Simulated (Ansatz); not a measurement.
Ansatz input file:

```yaml
crystal:
  lattice:
    - [0.0, 3.2145, 3.2145]
    - [3.2145, 0.0, 3.2145]
    - [3.2145, 3.2145, 0.0]
  atoms:
    - { symbol: Hg, position: [0.0, 0.0, 0.0] }
    - { symbol: Te, position: [0.25, 0.25, 0.25] }
basis:
  ecutwfc: 500
kpoints:
  mp_grid: { grid: [12, 12, 12] }
hamiltonian:
  xc: r2scan
scf:
  occupations: { method: gaussian, width: 0.1 }
output:
  forces: true
  stress: true
  eigenvalues: true
  populations: true
```

Command:
```bash
ansatz run input.yaml --threads 1 --pin off --max-ram 2560MiB --backend cpu --events-out ev --progress --plain --runs-dir out
```

Level of theory: Ansatz 0.2.0, DFT r2SCAN, scalar-relativistic, plane waves, PAW.

Part of what the program printed, abridged:

```
Pseudopotentials: kind: paw
Pseudopotential: Hg, paw, valence charge 20, recommended cutoff 500 eV (meta_gga)
Pseudopotential: Te, paw, valence charge 16, recommended cutoff 500 eV (meta_gga)
Functional definition: r2SCAN
Crystal: 2 atoms, lattice volume = 66.431 Å³
Basis set: ecut = 500 eV, 1687 PW (Γ), exchange–correlation on 144×144×144 points (64 copies of the dense FFT grid, shifted against one another)
Bands: 22, of which v1, the nominal top of the filled ones, is band 18 counted from 1 (17 counted from 0)
Symmetry: 24 space group operations
Space group: F-43m (ITA 216), of the structure as read, at distance tolerance 4.1e-5 Å
k-points: 72 of 1728 (time reversal used)
Initial density: superposition of atomic densities (neutral atoms: chi_scale 0, normalization atom), corrected by the library's trained network
Initial wavefunctions: pseudopotential atomic-orbital guess
Functional: x = r2scan, c = r2scan; τ floored in thin density (d = 2e-4 eV/Å³)
SCF iter   1: F=—  HF=-20823.002049 eV  |F-HF|=—  |Δ(HF+E_count)|=         —  Δρ=6.00e-3  dr2=2.02e-2  dr2_τ=1.58e-2  ethr=1.77e-3  ⟨swp⟩=6.0  Hψ=7500  notcnv=0
SCF iter   2: F=—  HF=-20823.002763 eV  |F-HF|=—  |Δ(HF+E_count)|=   7.15e-4  Δρ=2.89e-3  dr2=3.05e-3  dr2_τ=1.32e-3  ethr=5.61e-5  ⟨swp⟩=2.2  Hψ=3173  notcnv=0
SCF iter   3: F=—  HF=-20823.002398 eV  |F-HF|=—  |Δ(HF+E_count)|=   3.66e-4  Δρ=1.54e-3  dr2=4.14e-4  dr2_τ=7.78e-5  ethr=8.48e-6  ⟨swp⟩=2.0  Hψ=2167  notcnv=0
SCF iter   4: F=—  HF=-20823.002592 eV  |F-HF|=—  |Δ(HF+E_count)|=   1.94e-4  Δρ=1.42e-4  dr2=7.68e-6  dr2_τ=1.86e-6  ethr=1.15e-6  ⟨swp⟩=2.0  Hψ=2233  notcnv=0
SCF iter   5: F=—  HF=-20823.002588 eV  |F-HF|=—  |Δ(HF+E_count)|=   3.94e-6  Δρ=2.69e-5  dr2=2.20e-7  dr2_τ=2.46e-8  ethr=2.13e-8  ⟨swp⟩=2.0  Hψ=2593  notcnv=0
SCF iter   6: F=-20823.002588 eV  HF=-20823.002588 eV  |F-HF|=1.49e-8  |Δ(HF+E_count)|=   3.16e-7  Δρ=8.97e-6  dr2=1.96e-8  dr2_τ=3.65e-9  ethr=2.78e-10  ⟨swp⟩=6.9  Hψ=7030  notcnv=0
SCF 1 converged in 6 iterations: F = -20823.002588 eV  dr2 = 1.96e-8
SCF converged after 6 iterations
Free energy (F): -20823.002588 eV
Harris-Foulkes:  -20823.002588 eV  (|F-HF|=1.49e-8)
Internal energy: -20823.002438 eV  (E = F + TS)
E sigma→0 (E₀):  -20823.002513 eV
Entropy (-TS):   -0.000150 eV (-0.075 meV/atom)
Fermi energy:    8.830693 eV
--- Per-component energies (eV) ---
  E_band       = -799.937620
  E_kinetic    = 784.307656
  E_local      = -4772.012935  (includes V_loc(G=0)·N_el)
  E_nonlocal   = -236.213052
  E_hartree    = 2325.068919
  E_xc         = -323.350824
  E_vxc        = -401.746220  (∫ρ·V_xc dr)
  E_paw        = -14657.880847  (= ΣΔE_a)
  E_vpaw       = -851.437054  (= ΣTr[D̂ρ^β])
  E_aug_tail   = 0.000327  (compensation charges beyond the density's cutoff)
  E_vtau       = 27.029742  (kinetic-family band-sum trace: ∫τ·v_τ [+ j·A + Jᵃ·Aᵃ] dr)
  E_ewald      = -3943.057611
  E_core_change = 0.135928  (= ΣΔE_core)
  E_smearing   = -0.000150  (= −TS)
--- Forces (eV/Å), atoms counted from 1 ---
  atom   1  Hg     0.00000000     0.00000000     0.00000000
  atom   2  Te     0.00000000     0.00000000     0.00000000
--- Stress (GPa, compression-positive) ---
        3.149644       0.000000       0.000000
        0.000000       3.149644       0.000000
        0.000000       0.000000       3.149644
  P = ⅓ Tr σ = 3.1496 GPa (31.496 kbar)
--- Band table (eV; the first three rows and the last of 72) ---
  k-point 0: bands = ["-108.5533", "-56.3975", "-56.3975", "-56.3975", "-28.8486", "-28.8486", "-28.8486", "-28.8368", "-28.8368", "-3.7515", "1.0153", "1.0153", "1.0153", "1.6051", "1.6051", "8.4145", "8.7717", "8.7717", "8.7717", "13.3244", "13.3244", "13.3244"]
  k-point 1: bands = ["-108.5533", "-56.3975", "-56.3975", "-56.3975", "-28.8486", "-28.8486", "-28.8486", "-28.8368", "-28.8368", "-3.7134", "1.0261", "1.0261", "1.0289", "1.6039", "1.6039", "7.5593", "8.6844", "8.6844", "9.4082", "13.2263", "13.4416", "13.4416"]
  k-point 2: bands = ["-108.5533", "-56.3975", "-56.3975", "-56.3975", "-28.8487", "-28.8485", "-28.8485", "-28.8367", "-28.8367", "-3.6069", "1.0549", "1.0549", "1.0793", "1.6022", "1.6022", "6.4514", "8.4634", "8.4634", "9.8350", "13.3770", "13.7199", "13.7199"]
  k-point 71: bands = ["-108.5533", "-56.3976", "-56.3976", "-56.3976", "-28.8491", "-28.8487", "-28.8480", "-28.8367", "-28.8364", "-2.9122", "1.2627", "1.3159", "1.5483", "1.5613", "2.2950", "3.0041", "5.9390", "6.0624", "12.1979", "13.6445", "14.5364", "15.2697"]
--- Löwdin populations: 2 sites ---
  site symbol q [e]
     0     Hg     18.9906
     1     Te     16.7653
  spilling = 0.006781 (of n_electrons = 36.000000)
```

Self-consistency was reached.

The run took 11 s on 1 thread of Intel(R) Xeon(R) 6975P-C (Granite Rapids), with other jobs on the host, peak memory 0.63 GiB.

Spin–orbit coupling is left out, which can shift energies with elements as heavy as these.